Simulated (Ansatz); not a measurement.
Here is an unrelaxed guess for NbSnS4.

```
Nb Sn S
1.0
     4.43580    0.00000    0.00000
     0.00000    4.43580    0.00000
     0.00000    0.00000    6.37425
Nb Sn S
1 1 4
Direct
  0.50000 0.50000 0.50000
  0.00000 0.00000 0.00000
  0.50000 0.00000 0.76315
  0.00000 0.50000 0.23685
  0.50000 0.00000 0.23685
  0.00000 0.50000 0.76315
```

These are results of DFT PBE, scalar-relativistic, plane waves, PAW (Ansatz 0.2.0), not measurements. Plane waves to 420 eV, a k mesh through Γ of 4×4×4 on the computed 6-atom cell and Gaussian smearing (0.10 eV); no spin polarisation.

Energies over the elements count from the elements' standard structures at the same level, with no fitted energy shifts. The references include grey tin.

Question: What does a single point on this coarse mesh give?

Answer: The pressure is -3.3 GPa (the mean over three directions, positive in compression), the largest force is 2.19 eV/Å, and the energy is −0.18 eV/atom against the elements. The shortest distance is 2.68 Å.

Question: Is it a good guess?

Answer: A fair one: relaxing gains about 0.17 eV/atom (the start's value is from the coarse mesh, so the gain is rough) in 9 ionic steps and ends at −0.34 eV/atom on the finer mesh. The symmetry stays P4/mmm (No. 123). The volume per atom shrinks by 2.7 %, from 20.9 to 20.3 Å³. The shortest distance goes from 2.68 Å (Sn–S) to 2.62 Å (Nb–S). Conventional cell: a = 4.340 Å, c = 6.481 Å. Around Nb lie 8 S at 2.62 Å; Sn has 8 S at 2.81 Å; around S lie 2 Nb at 2.62 Å, 2 Sn at 2.81 Å and 5 S at 2.92–3.07 Å.

The last run used a 10×10×6 mesh (in the run's order of axes) for its 6-atom cell and Gaussian smearing of 0.10 eV. An odd number of electrons in the primitive cell allows no gap without spin; a larger cell or a magnetic state could open one. The cell is a metal run without spin; a magnetic state may lie lower. The reference form of S is held partly by dispersion forces, which this level lacks. The relaxation can't lower the symmetry of the start, and the grade says only how near the guess is to its own end. A structure relaxed within its symmetry needn't be a true minimum. Another cell of NbSnS4 relaxed alike, in R-3m, lies 124 meV/atom lower, so this cell isn't the stable form at this level.
